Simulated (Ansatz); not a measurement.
# What settings do to one calculation: Ge started on a P site in wurtzite AlP, 16 atoms, charge 0

Ansatz (PAW, plane waves), atoms fixed. The base input:

```yaml
crystal:
  lattice:
    - [7.723336, 0.000000, 0.000000]
    - [0.000000, 6.688606, 0.000000]
    - [0.000000, 0.000000, 6.337990]
  atoms:
    - { symbol: Al, position: [0.002295, 0.329655, 0.001254] }
    - { symbol: Al, position: [0.495233, 0.331557, 0.002528], spin: 0.2 }
    - { symbol: Al, position: [0.249638, 0.829860, 0.999513] }
    - { symbol: Al, position: [0.752046, 0.835285, 0.997487] }
    - { symbol: Al, position: [0.251102, 0.167690, 0.502836], spin: 0.2 }
    - { symbol: Al, position: [0.997550, 0.669650, 0.505810] }
    - { symbol: Al, position: [0.749649, 0.165055, 0.499987], spin: 0.2 }
    - { symbol: Al, position: [0.502622, 0.670919, 0.498549], spin: 0.2 }
    - { symbol: P, position: [0.001506, 0.333847, 0.372103] }
    - { symbol: P, position: [0.250651, 0.835979, 0.370937] }
    - { symbol: P, position: [0.748425, 0.836130, 0.376024] }
    - { symbol: P, position: [0.245397, 0.162843, 0.873906] }
    - { symbol: P, position: [0.000108, 0.664070, 0.874183] }
    - { symbol: P, position: [0.744133, 0.164816, 0.874085] }
    - { symbol: P, position: [0.500598, 0.670077, 0.868694] }
    - { symbol: Ge, position: [0.499043, 0.327311, 0.371719], spin: 0.2 }
kpoints:
  mp_grid: { grid: [2, 2, 2], shift: [0.5, 0.5, 0.5] }
hamiltonian:
  xc: pbesol
magnetization:
  spin_polarized: true
scf:
  occupations: { method: fermi_dirac, width: 0.01 }
output:
  forces: true
  eigenvalues: true
  stress: true
  populations: true
  write_density: true
  write_potential: true
  elf: true
  volumetric_format: npy
```

Command:

```sh
ansatz run in.yaml --threads 8 --pin off --max-ram 13300MiB --runs-dir r --events-out ev --progress --plain
```

It converged in 13 iterations and 6.4 s of wall time on 8 threads of a Neoverse-V1 processor, on a host shared with other runs; peak host memory 0.94 GiB; largest force component 0.91 eV/Å, pressure 1.84 GPa. The cutoff was the default, 420 eV. The base isn't a converged reference: it has few k points, and its atoms are unrelaxed. Each run below changes the keys shown and caps the iterations.

```
run                                                                    changed         ending  iterations  free energy less the base (meV per atom)  rms change of forces (eV/Å)  change of pressure (GPa)  wall time (s, shared host)
  1                                                ecutwfc 400 eV, max_iter 60      converged          13                                       0.5                        0.000                      0.00                     4.5 CPU
  2  dispersion d3bj, n_extra_bands 4, mixing algorithm anderson, max_iter 100      converged          16                                other zero                        0.002                     -2.09                     4.6 CPU
  3                                                                 max_iter 4  not converged           –                                         –                            –                         –                           –
  4  accuracy low (cutoff and grids as in the base), width 0.1 eV, max_iter 60      converged          14                                      -7.3                        0.067                      0.02                       5 CPU
  5               n_extra_bands 60, width 1.0 eV, max_iter 60, total_charge -2      converged          15                                other zero                        0.145                      0.11                     9.2 CPU
  6                       occupations tetrahedron, max_iter 90, total_charge 6      converged          23                                other zero                        0.648                      8.80                     7.7 CPU
```

«Other zero»: another functional, charge or dispersion term moves the zero of energy, so the difference says nothing of accuracy.

**Question.** Which changes leave the result alone, and which of the same physical model moves the forces most?

**Answer.** The forces move by under 0.002 eV/Å in run 1. Run 4 (accuracy low (cutoff and grids as in the base), width 0.1 eV, max_iter 60) moves them most among the runs with the same functional, charge and dispersion term, by 0.067 eV/Å.

**Question.** Why did some runs give no result?

**Answer.** - run 3: did not converge after 4 iterations: dr2 = 1.81e-2 (threshold 1.00e-7), under the density mixer `msr1`, which `scf.mixing.algorithm: auto` chose by the deck's other keys (type `scf.mixing.algorithm: msr1` to keep it);
